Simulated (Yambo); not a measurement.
Yambo run on HgS (wurtzite, space group P6_3mc, No. 186). The wavefunctions are norm-conserving PBEsol (Quantum ESPRESSO, 66 Ry, with spin-orbit coupling) ones on a 3×3×2 mesh (52 occupied bands); a = b = 4.1564 Å, c = 6.7774 Å, α = β = 90.00°, γ = 120.00°.

Yambo input:

```
gw0
dyson
el_el_corr
HF_and_locXC
ppa
em1d
EXXRLvcs= 66 Ry
VXCRLvcs= 264 Ry
Chimod= "HARTREE"
% BndsRnXp
 17 | 316 |
%
NGsBlkXp= 7 Ry
% LongDrXp
 1.0 | 1.0 | 1.0 |
%
PPAPntXp= 27.2114 eV
% GbndRnge
 1 | 316 |
%
GTermKind= "BG"
DysSolver= "n"
ExtendOut
% QPkrange
 1 | 1 | 52 | 53 |
%
```

k points by index: 1 = Γ.

Table of the .qp output:

```
#    K-point    Band    Eo [eV]    E [eV]    E-Eo [eV]    Vxc [eV]    Vnlxc [eV]    Sc|Eo [eV]    Sc|E [eV]    dSc/dw|Eo [eV]    Re(Z)    Im(Z)
#
    1    52    0.000000    -0.191642    -0.191642    -15.86514    -18.25247    2.141661    2.195692    -7.668025    0.780154    -0.001427
    1    53    0.081105    -0.048033    -0.129138    -16.31174    -15.99079    -0.486404    -0.450092    -7.651554    0.780522    -0.001431
```
(The two width columns are left out.) Convergence of these settings isn't established.

Geometry relaxed with PBEsol.

This is not the ordinary phase of the substance; no match was found in the copy of COD used, and its stability was not checked.
